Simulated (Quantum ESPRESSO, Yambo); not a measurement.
**Levels of theory for the gap of Ba₂MgMoO₆**

Ba2MgMoO6 (space group Fm-3m, No. 225): one geometry, one set of PBEsol (pw.x of Quantum ESPRESSO, ONCV potentials, without SOC) orbitals, self-energies from Yambo (2×2×2 Γ-centred k mesh, bands 3 to 214 and a 7 Ry block in the screening, 214 bands in G with the Bruneval-Gonze terminator, plasmon pole fitted at 27.2 eV).

The geometry is that of Materials Project entry mp-1205825, symmetrised and not relaxed again.

```csv
level,gap Γ → X (eV),direct gap at X (eV),rough Yambo cost
PBEsol (Quantum ESPRESSO),2.00,2.05,–
exchange only (Hartree-Fock self-energy on PBEsol orbitals),12.38,12.41,about 1/6 (6 states)
static COHSEX@PBEsol,4.04,4.08,within a factor of two (3 states)
"G0W0@PBEsol, plasmon pole",3.47,3.53,1 (6 states)
"G0W0@PBEsol, multipole fit to 8 frequencies, no terminator",3.48,3.54,within a factor of two (3 states)
"G0W0@PBEsol, plasmon pole, no terminator",3.52,3.58,"about 1/5 (3 states, screening reused)"
```

Bare exchange has no screening and gives the widest gap; static COHSEX screens it but leaves out the frequency dependence, which G0W0 restores. All rows use the PBEsol edge points; in the exchange only run other k points give a smaller gap, 12.30 eV.

Costs are rough ratios of core time on shared machines.

Nearest settings tried, and what they do to the gap: 143 bands in G: +17 meV; 143 bands in W, 143 bands in G: +58 meV; 6 Ry block (283 vectors against 307): -0 meV. Not varied: mesh. So the settings aren't converged at that level. The k mesh is coarse.

Spin-orbit splittings are left out.

The structure is a Materials Project entry; no match was found in the copy of COD used, and its stability was not checked.
